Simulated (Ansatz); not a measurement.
The end point of a relaxation of SiO₂. All values below come from r2SCAN (plane waves to 500 eV, PAW, scalar-relativistic; Ansatz, a program for electronic structure).

```xyz
9
Lattice="4.9222 0.0000 0.0000 -2.4611 4.2627 0.0000 0.0000 0.0000 5.4176" Properties=species:S:1:pos:R:3 pbc="T T T"
Si     2.3086     0.0000     4.5147
Si    -1.1543     1.9993     0.9029
Si     1.3068     2.2634     2.7088
O      1.3725     1.1460     3.8749
O      3.2434     0.6156     0.2631
O      2.7673     2.5011     2.0690
O     -1.0886     3.1167     5.1545
O      0.3062     1.7616     1.5427
O      0.7823     3.6471     3.3486
```

Problem. Determine the symmetry and give the standard cell with its independent sites.

Solution. Space group P3₁21 (No. 152); a = b = 4.922 Å, c = 5.418 Å, α = β = 90.00°, γ = 120.00°

```json
[
 {"atom": "Si", "site": "3b", "symmetry": ".2.", "x": "0.5310", "y": "0.5310", "z": "0.5000"},
 {"atom": "O", "site": "6c", "symmetry": "1", "x": "0.7311", "y": "0.1444", "z": "0.0486"}
]
```

This is the AFLOW prototype A2B_hP9_152_c_a (as in SiO2).

Problem. Give the shortest distances between elements (the closest pairs, up to four, under 3.6 Å).

Solution. O–Si 1.61 Å; O–O 2.62 Å; Si–Si 3.06 Å.

- Volume per atom: 12.63 Å³
- Band gap: 6.60 eV, indirect (valence top at K, conduction bottom at Γ) (no spin-orbit coupling)
- Smallest direct gap: 6.90 eV at Γ

No spin polarisation in the result.

The run could not lose the symmetry of its start.
